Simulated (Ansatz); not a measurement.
BP:
```yaml
crystal:
  lattice:
    - [0.00000, 2.26832, 2.26832]
    - [2.26832, 0.00000, 2.26832]
    - [2.26832, 2.26832, 0.00000]
  atoms:
    - { symbol: P, position: [0.75000, 0.75000, 0.75000] }
    - { symbol: B, position: [0.00000, 0.00000, 0.00000] }
```

This is the r²SCAN-relaxed structure.

Question: All from plane-wave PAW r²SCAN (Ansatz code), unless another level is named. Give the formation energy from the elements (no fitted shifts).

Answer: -485 meV/atom.

Question: Next, the hole effective mass, band 2 of 3 at the edge?

Answer: 0.24 along [100], 0.24 along [110], 0.60 along [111] (mₑ).

Question: Predict the electron effective mass.

Answer: 0.22, 0.22, 1.3 mₑ (principal values).

Space group F-43m (zinc blende). The r²SCAN relaxation kept the symmetry of its start; phonons on a q-mesh show no instability. The references are the lowest solids computed at this level, not always the standard phases.

Potentials: the later of the program's two PAW sets.

Edges and masses are those of Kohn–Sham bands, whose gap is no quasiparticle gap.
